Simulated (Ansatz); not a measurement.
Values for one crystal, relaxed and computed with r²SCAN in the plane-wave PAW code Ansatz; other levels are named.

* **Volume per atom**: 18.75 Å³
* **Electronic character**: metallic (no gap)
* **Density of states at the Fermi level**: 0.50 states/eV per atom (mean over ±0.08 eV)
* **Formation energy from the elements (no fitted shifts)**: -0.74 eV/atom

Q: Which of these materials gives this?
(A) CeP2Ru2, I4/mmm (Ce on 2a, P on 4e, Ru on 4d)
(B) CdTe, rock salt
(C) SnO, CsCl type
(D) CaGe2Pd2, I4/mmm (Ca on 2a, Ge on 4e, Pd on 4d)

A: D, CaGe2Pd2, I4/mmm (Ca on 2a, Ge on 4e, Pd on 4d)

The workflow started from a Materials Project entry (that database holds measured and hypothetical structures alike); the Crystallography Open Database copy checked does not list it. Whether it is the stable phase at ambient conditions was not checked. Symmetry was held in the r²SCAN relaxation; whether a distortion lowers the energy is not shown. The run is not spin-polarised. The references are the lowest solids computed at this level, not always the standard phases. Scalar-relativistic: spin–orbit coupling is off unless named, which matters more the heavier the elements.

Potentials: the later of the program's two PAW sets.
